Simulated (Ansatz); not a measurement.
This run works on a generated trial structure, not on a known crystal.

Input and command of a plane-wave DFT calculation in Ansatz:

```yaml
crystal:
  lattice:
    - [3.76733049, -5.97964399, 0.0]
    - [3.76733049, 5.97964399, 0.0]
    - [0.0, 0.0, 5.53046618]
  atoms:
    - { symbol: Cs, position: [0.5, 0.5, 0.0] }
    - { symbol: Li, position: [0.0, 0.0, 0.5] }
    - { symbol: Cr, position: [0.0, 0.5, 0.5], spin: 3.0 }
    - { symbol: Cr, position: [0.5, 0.0, 0.5], spin: 3.0 }
    - { symbol: Te, position: [0.0, 0.5, 0.0] }
    - { symbol: Te, position: [0.5, 0.0, 0.0] }
    - { symbol: S, position: [0.8236923, 0.1763077, 0.5] }
    - { symbol: S, position: [0.1763077, 0.8236923, 0.5] }
    - { symbol: S, position: [0.5, 0.5, 0.5] }
basis:
  ecutwfc: 420
kpoints:
  mp_grid: { grid: [2, 2, 2] }
hamiltonian:
  xc: pbe
scf:
  occupations: { method: gaussian, width: 0.15 }
  lower_state_search: "off"
output:
  forces: true
  stress: true
  eigenvalues: true
  populations: true
magnetization:
  spin_polarized: true
relax:
  adjacent_minimum: "off"
  f_tol: 0.08
  max_steps: 16
  cell: { stress_tol: 0.8 }
```

```bash
ansatz run input.yaml --threads 1 --pin off --max-ram 2816MiB --backend cpu --events-out ev --progress --plain --runs-dir out
```

Processor: Intel(R) Xeon(R) Platinum 8488C (Sapphire Rapids), 1 thread, on a host shared with other jobs.

Problem. Estimate time, memory and problem size.

Solution. About 75 s, peak memory 0.76 GiB. It solves 58 bands at 6 k points (after reduction by symmetry) with about 5617 plane waves (on the last cell), in 54 SCF iterations over 5 ionic steps.
